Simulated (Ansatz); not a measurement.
Starting cell, MoTe2 (2H-MoS2 type, space group P6_3/mmc):

```
CELL_PARAMETERS angstrom
      3.54193     0.00000     0.00000
     -1.77097     3.06740     0.00000
      0.00000     0.00000    14.18201
ATOMIC_POSITIONS crystal
  Mo 0.33333 0.66667 0.75000
  Mo 0.66667 0.33333 0.25000
  Te 0.33333 0.66667 0.12347
  Te 0.66667 0.33333 0.62347
  Te 0.66667 0.33333 0.87653
  Te 0.33333 0.66667 0.37653
```

In this cell atom 1 (Mo, nearest neighbour Te at 2.721 Å; its periodic images, 3.5 Å or more away, move with it) is moved by s along Cartesian [111], unit vector (0.577, 0.577, 0.577); all other atoms and the cell stay fixed.

Method: r2SCAN+rVV10 (plane waves to 500 eV, PAW, scalar-relativistic; Ansatz, a program for electronic structure). k mesh 9×9×2 (Γ-centred), Fermi-Dirac smearing 0.05 eV. Energies are smeared free energies. Left out: 3 of 11 points, with atoms too close for the PAW data. As the smearing reaches across the gap at some points, energies and forces of such displacements shift with the k mesh and the smearing. MoTe2 is run without spin polarisation. MoTe2 was relaxed with its symmetry unable to fall. Spin-orbit coupling is left out, though Te is heavy. The PAW data are Ansatz's earlier set. The zero of ΔE is the undisplaced structure.

The scan covers s from -0.492 to 0.656 Å in 8 points.

### Question
Is the energy the same for displacements of ±0.492 Å, and if not, which side lies higher?

### Answer
Not even: the negative side lies higher at ±0.492 Å. With its periodic images moving along, the atom's site symmetry in this cell is -6m2.

### Question
What force acts on the atom along the line at s = -0.492 Å?

### Answer
10.6 eV/Å.

### Question
What is the force constant k = d²E/ds² of this move at s = 0?

### Answer
17.0 eV/Å².

(For displaced atoms, the force is minus the slope of the energy, and its curvature is a force constant, which sets phonon frequencies.)
